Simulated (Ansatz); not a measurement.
The end of the path is a generated cell of RbSrBr3: the first start was made by placing the elements on the sites of a structure type, and the end was not matched to a known phase here, so it may be hypothetical.

A geometry of RbSrBr3 away from equilibrium: the start of the relaxation of a generated cell, RbSrBr3 built in the GdFeO3 structure type. Calculation: r2SCAN (plane waves to 500 eV, PAW, scalar-relativistic; Ansatz, a first-principles code). Γ-centred k-mesh 3×2×3 on the run's cell (coarser than for final values), Fermi–Dirac smearing 0.05 eV.

```xyz
20
Lattice="8.1696 0.0000 0.0000 0.0000 11.5273 0.0000 0.0000 0.0000 8.1423" Properties=species:S:1:pos:R:3:forces:R:3 pbc="T T T" free_energy=-60891.309 pressure_GPa=1.3
Rb     3.9843     2.8818     8.0739   -0.1429    0.0000    0.0427
Rb     8.0691     2.8818     4.1395   -0.1429    0.0000   -0.0427
Rb     4.1853     8.6454     0.0684    0.1429    0.0000   -0.0427
Rb     0.1005     8.6454     4.0028    0.1429    0.0000    0.0427
Sr     0.0000     0.0000     0.0000    0.0000    0.0000    0.0000
Sr     4.0848     5.7636     4.0712    0.0000    0.0000    0.0000
Sr     0.0000     5.7636     0.0000    0.0000    0.0000    0.0000
Sr     4.0848     0.0000     4.0712    0.0000    0.0000    0.0000
Br     0.2557     2.8818     0.4771    0.0143    0.0000    0.2619
Br     4.3405     2.8818     3.5940    0.0143    0.0000   -0.2619
Br     7.9139     8.6454     7.6652   -0.0143    0.0000   -0.2619
Br     3.8291     8.6454     4.5483   -0.0143    0.0000    0.2619
Br     2.3528     6.1901     1.7343    0.0346    0.0752   -0.1345
Br     6.4376    11.1007     2.3368    0.0346   -0.0752    0.1345
Br     5.8167     0.4265     6.4080   -0.0346    0.0752    0.1345
Br     1.7319     5.3371     5.8055   -0.0346   -0.0752   -0.1345
Br     5.8167     5.3371     6.4080   -0.0346   -0.0752    0.1345
Br     1.7319     0.4265     5.8055   -0.0346    0.0752   -0.1345
Br     2.3528    11.1007     1.7343    0.0346   -0.0752   -0.1345
Br     6.4376     6.1901     2.3368    0.0346    0.0752    0.1345
```

Positions in Å, forces in eV/Å, free energy of the cell in eV (comparable only within this code, potentials and settings). Largest force: 0.26 eV/Å, on Br9, Br10, Br11, Br12 (atoms numbered as listed); the geometry lies 0.03 eV/atom above the end of its relaxation.

No spin polarisation in the result.

The run could not lose the symmetry of its start: the end is stationary, and may be a saddle point rather than a minimum.
